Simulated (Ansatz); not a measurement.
The relaxed structure here is a generated cell of ZrO2: the first start was made by placing the elements on the sites of a structure type, and the end was not matched to a known phase here, so it may be hypothetical. Known forms of ZrO2 include space group No. 14, 137, 225.

The end point of a relaxation of ZrO$_{2}$. Space group P6₂22 (No. 180), AFLOW prototype A2B_hP9_180_j_c (C8, as in SiO2). The numbers are results of r2SCAN (plane waves to 500 eV, PAW, scalar-relativistic; Ansatz, a program for electronic structure), not measurements.

```cif
data_O6Zr3
_chemical_formula_sum 'Zr3 O6'
_space_group_name_H-M_alt 'P6222'
_space_group_IT_number 180
_space_group_name_Hall 'P 62 2 (0 0 4)'
_cell_length_a 6.20639
_cell_length_b 6.20639
_cell_length_c 6.81250
_cell_angle_alpha 90.000
_cell_angle_beta 90.000
_cell_angle_gamma 120.000
loop_
_atom_site_label
_atom_site_type_symbol
_atom_site_symmetry_multiplicity
_atom_site_Wyckoff_symbol
_atom_site_fract_x
_atom_site_fract_y
_atom_site_fract_z
_atom_site_occupancy
Zr1 Zr 3 c 0.50000 0.00000 0.00000 1
O1 O 6 j 0.42979 0.21489 0.16667 1
```

```yaml
volume_per_atom: 25.25 Å³
density: 2.70 g/cm³
band_gap: 5.10 eV, indirect (valence top at A, conduction bottom at Γ) (no spin-orbit coupling)
smallest_direct_gap: 5.15 eV at Γ
shortest_distances: O–Zr 1.96 Å; O–O 3.17 Å
k-mesh: 6×6×5
```

Band energies at high-symmetry points (eV from the VBM; labels of this space group; no spin-orbit coupling), from −5 eV up to 6.4 eV:

| point | energies |
|---|---|
| Γ | -2.55 -2.55 -2.54 -2.20 -2.20 -2.01 -1.96 -1.71 -1.71 -0.68 -0.68 -0.65 -0.65 -0.57 -0.30 -0.13 -0.13 -0.05 5.10 5.50 6.18 6.18 |
| M | -2.47 -2.41 -2.38 -2.27 -2.13 -2.12 -1.57 -1.56 -1.55 -1.26 -1.16 -0.93 -0.65 -0.54 -0.37 -0.28 -0.09 -0.01 5.81 5.93 6.32 |
| K | -2.34 -2.34 -2.29 -2.29 -2.28 -2.26 -1.65 -1.49 -1.49 -1.16 -1.08 -1.08 -0.61 -0.53 -0.53 -0.18 -0.18 -0.03 5.75 6.24 6.24 |
| A | -2.49 -2.49 -2.40 -2.36 -2.36 -2.06 -1.95 -1.62 -1.62 -1.15 -0.86 -0.86 -0.37 -0.37 -0.17 -0.01 0.00 0.00 5.56 5.96 5.96 6.33 |
| L | -2.51 -2.43 -2.32 -2.23 -2.21 -2.10 -1.58 -1.56 -1.24 -1.20 -1.14 -0.97 -0.91 -0.52 -0.47 -0.25 -0.10 -0.10 6.16 |
| H | -2.44 -2.44 -2.35 -2.27 -2.12 -2.12 -1.55 -1.55 -1.41 -1.11 -1.11 -1.04 -0.67 -0.55 -0.55 -0.28 -0.28 -0.12 |

No spin polarisation in the result.

The run could not lose the symmetry of its start: the end is stationary, and may be a saddle point rather than a minimum.
